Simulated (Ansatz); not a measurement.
AlRu2C:
```yaml
crystal:
  lattice:
    - [2.90453, 0.00000, 0.00000]
    - [-1.45227, 2.51540, 0.00000]
    - [0.00000, 0.00000, 13.35808]
  atoms:
    - { symbol: Al, position: [0.66667, 0.33333, 0.25000] }
    - { symbol: Al, position: [0.33333, 0.66667, 0.75000] }
    - { symbol: Ru, position: [0.33333, 0.66667, 0.40499] }
    - { symbol: Ru, position: [0.66667, 0.33333, 0.59501] }
    - { symbol: Ru, position: [0.66667, 0.33333, 0.90499] }
    - { symbol: Ru, position: [0.33333, 0.66667, 0.09501] }
    - { symbol: C, position: [0.00000, 0.00000, 0.50000] }
    - { symbol: C, position: [0.00000, 0.00000, 0.00000] }
```

Relaxed with PBE. Special points in fractions of this cell's reciprocal vectors: Γ (0.000, 0.000, 0.000); M (0.500, 0.000, 0.000); K (0.333, 0.333, 0.000); A (0.000, 0.000, 0.500); L (0.500, 0.000, 0.500); H (0.333, 0.333, 0.500).

Question: List the band energies nearest the Fermi level at these points for PBE in the plane-wave PAW code Ansatz.

Answer: In eV from the Fermi level; about four levels below and three above (degenerate sets whole), none deeper than 8.9 eV; points with the same levels are listed once.

```json
[
 {"k": "Γ", "below": "-0.84 -0.84 -0.76 -0.76", "above": "1.10 1.35 4.08 4.08"},
 {"k": "M", "below": "-0.94 -0.86 -0.73 -0.53", "above": "0.32 0.35 0.59"},
 {"k": "K", "below": "-0.69 -0.69 -0.02 -0.02", "above": "0.59 0.86 0.86"},
 {"k": "A", "below": "-0.80 -0.80 -0.80 -0.80", "above": "1.22 1.22 4.13 4.13 4.13 4.13"},
 {"k": "L", "below": "-1.04 -1.04 -0.86 -0.86", "above": "0.12 0.12 0.33 0.33"},
 {"k": "H", "below": "-2.75 -2.75 -0.72 -0.72", "above": "0.08 0.08 0.80 0.80"}
]
```

Space group P6_3/mmc. The start of the workflow was typed in or built on a structure type; neither database checked (COD, Materials Project) lists it. Its standing as an ambient phase is unchecked. The PBE relaxation kept the symmetry of its start; whether a distortion lowers the energy is not shown. The run is not spin-polarised. Scalar-relativistic: spin–orbit coupling is off unless named, which matters more the heavier the elements.

Potentials: the later of the program's two PAW sets.
